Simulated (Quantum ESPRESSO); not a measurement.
W2LiRe4Ga, input and log of a self-consistent run

Simulated, not a measurement. The program is pw.x of Quantum ESPRESSO 7.5 (plane-wave density functional theory). The cell is made up: eight metal atoms on a hexagonal close-packed lattice, with elements, volume, strain and displacements drawn at random and not relaxed, so it may be unstable or far from any real phase. PseudoDojo standard norm-conserving files set the functional (PBE unless stated); there is no spin polarisation or spin-orbit coupling, the Fermi-Dirac width of 0.25 eV means electrons at about 2900 K, and the masses in the input are unused placeholders. Heavy elements are run without spin-orbit coupling, which real alloys of them have. A spin test at this wide smearing found no moment, but such smearing suppresses magnetism that the real alloy may have.

Input:

```
&control calculation='scf', pseudo_dir='./dojo.nc.sr.pbe.v0_5.standard.upf', outdir='./o', disk_io='minimal', tprnfor=.true., tstress=.true. /
&system ibrav=0, nat=8, ntyp=4, nbnd=68, ecutwfc=79.96652505, nosym=.true., tot_charge=0,
 occupations='smearing', smearing='fd', degauss=0.0183746611
/
&electrons conv_thr=1.470e-08, electron_maxstep=70, mixing_beta=0.5 /
ATOMIC_SPECIES
Ga 1.0 Ga.upf
Li 1.0 Li.upf
Re 1.0 Re.upf
W 1.0 W.upf
CELL_PARAMETERS angstrom
0.0098 0.0323 4.7309
5.8511 0.0005 0.0119
-2.9252 4.9483 0.0281
ATOMIC_POSITIONS angstrom
W 0.0841 -0.0858 -0.0843
W -1.4 2.5079 0.0662
Li 2.9707 0.044 0.03
Re 1.4937 2.4699 0.0175
Re -0.0004 1.5825 2.4805
Re -1.5655 4.2036 2.374
Ga 2.8444 1.6871 2.3665
Re 1.4732 4.163 2.4211
K_POINTS automatic
5 5 5 1 1 1
```

The log is shortened where brackets say so; the opening notice, blank lines, dates and the lines on written files are dropped, and the path of the files is cut. It prints rydbergs, bohrs and kilobars, and counts compression as positive stress. Its total energy is the free energy E - TS of the whole cell.

```
     Program PWSCF v.7.5
     Parallel version (MPI & OpenMP), running on       4 processor cores
     Number of MPI processes:                 4
     Threads/MPI process:                     1
     [start-up lines left out]
     bravais-lattice index     =            0
     lattice parameter (alat)  =       8.9403  a.u.
     unit-cell volume          =     924.3440 (a.u.)^3
     number of atoms/cell      =            8
     number of atomic types    =            4
     number of electrons       =       104.00
     number of Kohn-Sham states=           68
     kinetic-energy cutoff     =      79.9665  Ry
     charge density cutoff     =     319.8661  Ry
     scf convergence threshold =      1.5E-08
     mixing beta               =       0.5000
     number of iterations used =            8  plain     mixing
     Exchange-correlation= PBE
                           (   1   4   3   4   0   0   0)
     [axes and pseudopotential details left out]
   Cartesian axes
     site n.     atom                  positions (alat units)
         1        W      tau(   1) = (   0.0177763  -0.0181356  -0.0178186  )
         2        W      tau(   2) = (  -0.2959192   0.5300971   0.0139928  )
         3        Li     tau(   3) = (   0.6279195   0.0093003   0.0063411  )
         4        Re     tau(   4) = (   0.3157247   0.5220650   0.0036990  )
         5        Re     tau(   5) = (  -0.0000845   0.3344944   0.5243055  )
         6        Re     tau(   6) = (  -0.3309011   0.8885187   0.5017945  )
         7        Ga     tau(   7) = (   0.6012234   0.3566038   0.5002092  )
         8        Re     tau(   8) = (   0.3113916   0.8799370   0.5117501  )
     number of k points=    63  Fermi-Dirac smearing, width (Ry)=  0.0184
                       cart. coord. in units 2pi/alat
        k(    1) = (   0.0806437   0.1427203   0.0988611), wk =   0.0320000
        k(    2) = (   0.0806300   0.3339376   0.0975556), wk =   0.0320000
     [further k points left out]
     Dense  grid:    89275 G-vectors     FFT dimensions: (  54,  64,  64)
     Estimated max dynamical RAM per process >     355.68 MB
     Estimated total dynamical RAM >       1.33 GB
     Initial potential from superposition of free atoms
     starting charge     103.9905, renormalised to     104.0000
     Starting wfcs are   71 randomized atomic wfcs
     total cpu time spent up to now is        4.4 secs
     per-process dynamical memory:   290.2 Mb
     Self-consistent Calculation
     iteration #  1     ecut=    79.97 Ry     beta= 0.50
     Davidson diagonalization with overlap
     ethr =  1.00E-02,  avg # of iterations =  3.9
     Threshold (ethr) on eigenvalues was too large:
     Diagonalizing with lowered threshold
     Davidson diagonalization with overlap
     ethr =  2.96E-04,  avg # of iterations =  4.3
     total cpu time spent up to now is       25.0 secs
     total energy              =   -1164.79090632 Ry
     estimated scf accuracy    <       0.35301423 Ry
     iteration #  2     ecut=    79.97 Ry     beta= 0.50
     Davidson diagonalization with overlap
     ethr =  3.39E-04,  avg # of iterations =  2.2
     total cpu time spent up to now is       34.7 secs
     total energy              =   -1164.70859183 Ry
     estimated scf accuracy    <       0.79883049 Ry
     iteration #  3     ecut=    79.97 Ry     beta= 0.50
     Davidson diagonalization with overlap
     ethr =  3.39E-04,  avg # of iterations =  2.1
     total cpu time spent up to now is       44.1 secs
     total energy              =   -1164.82341796 Ry
     estimated scf accuracy    <       0.43639166 Ry
     iteration #  4     ecut=    79.97 Ry     beta= 0.50
     Davidson diagonalization with overlap
     ethr =  3.39E-04,  avg # of iterations =  1.1
     total cpu time spent up to now is       52.1 secs
     total energy              =   -1164.84665683 Ry
     estimated scf accuracy    <       0.21481080 Ry
     iteration #  5     ecut=    79.97 Ry     beta= 0.50
     Davidson diagonalization with overlap
     ethr =  2.07E-04,  avg # of iterations =  1.2
     total cpu time spent up to now is       60.2 secs
     total energy              =   -1164.86626004 Ry
     estimated scf accuracy    <       0.00706206 Ry
     [iterations 6 to 11 left out]
     iteration # 12     ecut=    79.97 Ry     beta= 0.50
     Davidson diagonalization with overlap
     ethr =  6.76E-09,  avg # of iterations =  1.4
     total cpu time spent up to now is      122.1 secs
     total energy              =   -1164.86795078 Ry
     estimated scf accuracy    <       0.00000015 Ry
     iteration # 13     ecut=    79.97 Ry     beta= 0.50
     Davidson diagonalization with overlap
     ethr =  1.48E-10,  avg # of iterations =  4.3
     total cpu time spent up to now is      133.1 secs
     total energy              =   -1164.86795083 Ry
     estimated scf accuracy    <       0.00000003 Ry
     iteration # 14     ecut=    79.97 Ry     beta= 0.50
     Davidson diagonalization with overlap
     ethr =  3.25E-11,  avg # of iterations =  2.0
     total cpu time spent up to now is      142.7 secs
     total energy              =   -1164.86795083 Ry
     estimated scf accuracy    <       0.00000007 Ry
     iteration # 15     ecut=    79.97 Ry     beta= 0.50
     Davidson diagonalization with overlap
     ethr =  3.25E-11,  avg # of iterations =  2.0
     total cpu time spent up to now is      151.3 secs
     total energy              =   -1164.86795084 Ry
     estimated scf accuracy    <       0.00000002 Ry
     iteration # 16     ecut=    79.97 Ry     beta= 0.50
     Davidson diagonalization with overlap
     ethr =  1.57E-11,  avg # of iterations =  1.0
     total cpu time spent up to now is      159.3 secs
     End of self-consistent calculation
     [lines on levels left out]
!    total energy              =   -1164.86795084 Ry
     estimated scf accuracy    <          2.7E-09 Ry
     smearing contrib. (-TS)   =      -0.12110831 Ry
     internal energy E=F+TS    =   -1164.74684252 Ry
     The total energy is F=E-TS. E is the sum of the following terms:
     one-electron contribution =    -280.00957083 Ry
     hartree contribution      =     191.69831247 Ry
     xc contribution           =    -248.98224885 Ry
     ewald contribution        =    -827.45333532 Ry
     convergence has been achieved in  16 iterations
     Forces acting on atoms (cartesian axes, Ry/au):
     atom    1 type  4   force =    -0.02591422   -0.01521244    0.03148168
     atom    2 type  4   force =    -0.01094834    0.01020210   -0.00128764
     atom    3 type  2   force =    -0.00067590   -0.00373897   -0.00292227
     atom    4 type  3   force =     0.00536825    0.03282533    0.00299291
     atom    5 type  3   force =    -0.00804535    0.04630780   -0.02604588
     atom    6 type  3   force =     0.03754887   -0.03033851   -0.00234822
     atom    7 type  1   force =     0.01282241   -0.01119247    0.00353447
     atom    8 type  3   force =    -0.01015572   -0.02885286   -0.00540504
     Total force =     0.098734     Total SCF correction =     0.000164
     Computing stress (Cartesian axis) and pressure
          total   stress  (Ry/bohr**3)                   (kbar)     P=     -225.51
  -0.00160713  -0.00008006  -0.00002841         -236.42      -11.78       -4.18
  -0.00008006  -0.00141617  -0.00003264          -11.78     -208.33       -4.80
  -0.00002841  -0.00003264  -0.00157567           -4.18       -4.80     -231.79
     init_run     :      4.14s CPU      4.27s WALL (       1 calls)
     electrons    :    152.02s CPU    154.96s WALL (       1 calls)
     forces       :      1.88s CPU      1.89s WALL (       1 calls)
     stress       :      6.49s CPU      6.61s WALL (       1 calls)
     [timing details left out]
     PWSCF        :   2m44.62s CPU   2m47.87s WALL
     JOB DONE.
```

In other units: free energy -15848.836 eV for the cell, pressure -22.55 GPa, largest force component 1.191 eV/Å in size. The run took 170 s of wall time with four MPI processes on a shared machine (AMD EPYC, Zen 5, virtual cores), so the time is rough. A rerun of this cell at a higher cutoff and on a denser mesh moved values by no more than 0.002 eV in energy, 0.12 GPa in stress and 0.009 eV/Å in force, and a second program with other atomic files agreed on that cell to 2 % rms in force and 0.5 GPa in pressure.